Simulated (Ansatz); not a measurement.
## Ansatz 0.2.0, relaxation: LuBRh$_{3}$

Run with:

```bash
ansatz run input.yaml --threads 2 --pin off --max-ram 2560MiB --backend cpu --events-out ev --progress --plain --runs-dir out
```

The input file (Ansatz 0.2.0, plane waves):

```yaml
crystal:
  lattice:
    - [4.17356423, 0.0, 0.0]
    - [0.0, 4.17356423, 0.0]
    - [0.0, 0.0, 4.17356423]
  atoms:
    - { symbol: Rh, position: [0.0, 0.5, 0.5] }
    - { symbol: Rh, position: [0.5, 0.0, 0.5] }
    - { symbol: Rh, position: [0.5, 0.5, 0.0] }
    - { symbol: Lu, position: [0.0, 0.0, 0.0] }
    - { symbol: B, position: [0.5, 0.5, 0.5] }
  symmetry: { tolerance: 0.0003 }
kpoints:
  mp_grid: { grid: [6, 6, 6], shift: [0, 0, 0] }
magnetization:
  spin_polarized: false
scf:
  occupations: { method: gaussian, width: 0.0235 }
  lower_state_search: "off"
hamiltonian:
  pseudopotentials: { kind: paw }
  xc: r2scan
basis:
  ecutwfc: 500
  fft_grid_basis: typed
relax:
  max_steps: 40
  cell: { p_target: 0.0 }
  f_tol: 0.03
output:
  forces: true
  stress: true
  eigenvalues: true
  bader: true
  populations: true
  elf: true
  write_potential: true
  volumetric_format: npy
  dos:
    e_range: [-12, 8]
    de: 0.05
    projected: { site_lists: { B: [B], Lu: [Lu], Rh: [Rh] } }
checkpoint:
  read: saved_state
```

Origin of the cell: a database entry, scaled a little.

The saved state is a converged single point of the same cell.

Steps («new basis» is an SCF on plane waves selected anew at the same cell):

```json
{"step": "1", "ΔF (meV/atom)": "0.0", "max force component (eV/Å)": "0.000", "P (GPa)": "-4.44", "volume (Å³)": "72.70", "SCF iterations": "7", "step was": "accepted"}
{"step": "2", "ΔF (meV/atom)": "-3.7", "max force component (eV/Å)": "0.000", "P (GPa)": "2.30", "volume (Å³)": "70.30", "SCF iterations": "7", "step was": "accepted"}
{"step": "3", "ΔF (meV/atom)": "-4.7", "max force component (eV/Å)": "0.000", "P (GPa)": "-0.09", "volume (Å³)": "71.10", "SCF iterations": "7", "step was": "accepted"}
{"step": "4", "ΔF (meV/atom)": "-4.7", "max force component (eV/Å)": "0.000", "P (GPa)": "0.00", "volume (Å³)": "71.07", "SCF iterations": "5", "step was": "accepted"}
{"step": "5", "ΔF (meV/atom)": "-4.6", "max force component (eV/Å)": "0.000", "P (GPa)": "-0.01", "volume (Å³)": "71.07", "SCF iterations": "6", "step was": "new basis"}
```

Before:

Space group Pm-3m (No. 221); the run's cell has a = 4.174 Å, b = 4.174 Å, c = 4.174 Å, α = 90.00°, β = 90.00°, γ = 90.00°. Shortest distances: B–Rh 2.09 Å, Rh–Rh 2.95 Å, Lu–Rh 2.95 Å.

The relaxed structure.

Space group Pm-3m (No. 221); the run's cell has a = 4.142 Å, b = 4.142 Å, c = 4.142 Å, α = 90.00°, β = 90.00°, γ = 90.00°. Shortest distances: B–Rh 2.07 Å, Rh–Rh 2.93 Å, Lu–Rh 2.93 Å, B–Lu 3.59 Å.

```xyz
5
Lattice="4.1422 0.0000 0.0000 0.0000 4.1422 0.0000 0.0000 0.0000 4.1422" Properties=species:S:1:pos:R:3 pbc="T T T"
Rh    0.0000    2.0711    2.0711
Rh    2.0711    0.0000    2.0711
Rh    2.0711    2.0711    0.0000
Lu    0.0000    0.0000    0.0000
B     2.0711    2.0711    2.0711
```

| Item | Value |
| --- | --- |
| Free energy lowered by | 4.6 meV/atom |
| Volume change | -2.24 % |
| Final pressure | -0.01 GPa |
| Relaxation steps listed | 5 |
| Formation energy (elements under the same functional, gases as molecules, uncorrected) | -0.858 eV/atom |

Caveats: no moments, though an odd count or open d shells may carry them; no spin-orbit coupling, though heavy elements are present; the relaxation held the start's symmetry, so the end may be a saddle point.

Time: 88 s on 2 threads of Arm Neoverse N1, with other jobs on the host, peak memory 0.59 GiB, from a saved density.
